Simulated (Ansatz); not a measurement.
Sr3Al2Sn2:
```xyz
7
Lattice="-2.2289 2.4421 9.9107 2.2289 -2.4421 9.9107 2.2289 2.4421 -9.9107" Properties=species:S:1:pos:R:3 pbc="T T T"
Sn     0.0000     0.0000    12.7158
Sn     0.0000     0.0000     7.1055
Al     0.0000     2.4421     1.2610
Al     2.2289     0.0000     8.6497
Sr     2.2289     0.0000     0.0000
Sr     0.0000     0.0000    16.1918
Sr     0.0000     0.0000     3.6295
```

Relaxed with PBEsol. Special points in fractions of this cell's reciprocal vectors: Γ (0.000, 0.000, 0.000); X (0.500, 0.500, -0.500); F2 (0.263, 0.737, -0.263); Σ0 (-0.263, 0.263, 0.263); Y0 (0.265, -0.265, 0.265); U0 (0.735, 0.265, -0.265); R (0.000, 0.500, 0.000); W (0.250, 0.250, 0.250); S (0.500, 0.000, 0.000); T (0.000, 0.000, 0.500).

Problem. List the band energies nearest the Fermi level at these points for PBEsol in the plane-wave PAW code Ansatz.

Solution. In eV from the Fermi level; about four levels below and three above (degenerate sets whole), none deeper than 8.9 eV; points with the same levels are listed once.

| k | below | above |
|---|---|---|
| Γ | -1.11 -1.08 -0.93 -0.77 | 0.19 0.32 0.57 |
| X | -1.02 -0.83 -0.65 -0.04 | 0.21 0.48 1.25 |
| F2 | -0.77 -0.60 -0.50 -0.08 | 0.67 1.46 1.56 |
| Y0 | -1.40 -1.35 -0.97 -0.45 | 0.60 1.45 1.46 |
| R | -0.77 -0.61 -0.48 -0.34 | 0.80 1.41 1.48 |
| W | -1.71 -1.29 -1.18 -0.62 | 0.32 0.69 2.31 |
| S | -1.41 -1.15 -0.96 -0.62 | 0.63 1.45 1.47 |
| T | -1.64 -1.30 -1.29 -0.55 | 0.41 0.57 2.16 |

Space group Immm. The workflow started from an entry of the Crystallography Open Database (COD). Whether it is the stable phase at ambient conditions was not checked. Symmetry was held in the PBEsol relaxation; its stability against distortions is not shown here. Scalar-relativistic: spin–orbit coupling is off unless named, which matters more the heavier the elements.

Potentials: the later of the program's two PAW sets.
